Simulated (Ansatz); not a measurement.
**Phonon spectrum of Cu at 1.02 times its equilibrium volume**

Computed with Ansatz 0.2.0, DFT LDA, scalar-relativistic, plane waves, PAW. Settings: 420 eV plane-wave cutoff, Γ-centred 20×20×20 mesh, Fermi-Dirac smearing of 0.15 eV. No spin polarisation. Phonons by linear response, acoustic sum rule imposed.

The cell, relaxed in shape and atoms at 1.02 times its equilibrium volume:
```xyz
1
Lattice="0.0000 1.7711 1.7711 1.7711 0.0000 1.7711 1.7711 1.7711 0.0000" Properties=species:S:1:pos:R:3 pbc="T T T"
Cu    0.0000    0.0000    0.0000
```

In a metal, frequencies and elastic constants depend on the k mesh and the smearing, soft modes and shear constants most. The q mesh is coarse, so values between its points are rough.

Force constants from linear response on a 2×2×2 q mesh.

**Question.** Is the structure dynamically stable on the q mesh?

**Answer.** Yes, on this mesh: no mode is imaginary.

**Question.** Give the frequencies (cm⁻¹) at the points of high symmetry.

**Answer.**
| point | q | frequencies |
| --- | --- | --- |
| X | 0.500 0.000 0.500 | 179 179 256 |
| U | 0.625 0.250 0.625 | 163 211 236 |
| K | 0.375 0.375 0.750 | 163 211 236 |
| L | 0.500 0.500 0.500 | 120 120 261 |
| W | 0.500 0.250 0.750 | 179 221 221 |

Cost: 1 run of about 2.9 core-minutes, on AMD EPYC (Zen 3) (shared hosts).